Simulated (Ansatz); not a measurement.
**Computed properties of Re**

Re:
```cif
data_Re
_chemical_formula_sum 'Re1'
_space_group_name_H-M_alt 'P 1'
_space_group_IT_number 1
_cell_length_a 2.67203
_cell_length_b 2.67203
_cell_length_c 2.67203
_cell_angle_alpha 109.471
_cell_angle_beta 109.471
_cell_angle_gamma 109.471
loop_
_space_group_symop_operation_xyz
  'x, y, z'
loop_
_atom_site_label
_atom_site_type_symbol
_atom_site_fract_x
_atom_site_fract_y
_atom_site_fract_z
_atom_site_occupancy
Re1 Re 0.00000 0.00000 0.00000 1
```

Space group Im-3m (No. 229), bcc (W type); conventional cell a = b = c = 3.0854 Å, α = β = γ = 90.00°.

Method: PBEsol (plane waves, PAW; program Ansatz). Structure relaxed to zero pressure with the same functional. Other levels are named where they apply.

**Cell and energy**

| Quantity | Value |
|---|---|
| Volume per atom | 14.69 Å³ |
| Density | 21.05 g/cm³ |

**Electronic structure**

| Property | Result |
|---|---|
| Electronic character | metallic (no gap) |
| Density of states at the Fermi level | 1.0 states/eV per atom (mean over ±0.08 eV) |
| Gap with spin–orbit coupling | none (metallic) |

**Mechanics**

| Property | Value |
|---|---|
| Bulk modulus (Birch–Murnaghan fit) | 380 GPa |
| Pressure derivative B′ | 4.5 |
| Elastic constants (relaxed ions, GPa) | C11 = 373, C12 = 386, C44 = 185 |
| Mechanical stability | unstable (C has a negative eigenvalue) |

The start of the workflow was typed in or built on a structure type; the Crystallography Open Database copy checked does not list it. It is not the phase usual at ambient conditions (space group No. 194). The cell was relaxed with PBEsol under the symmetry of its start. No spin polarisation was allowed. As this level gives no gap, shear constants depend on the k-mesh and smearing (Fermi–Dirac, 0.1 eV here). Scalar-relativistic: spin–orbit coupling is off unless named, which matters more the heavier the elements.

Potentials: the earlier of the program's two PAW sets. The files were generated under PBE; for other functionals the program regenerates the frozen cores, and for LDA and PBEsol the local potential too.
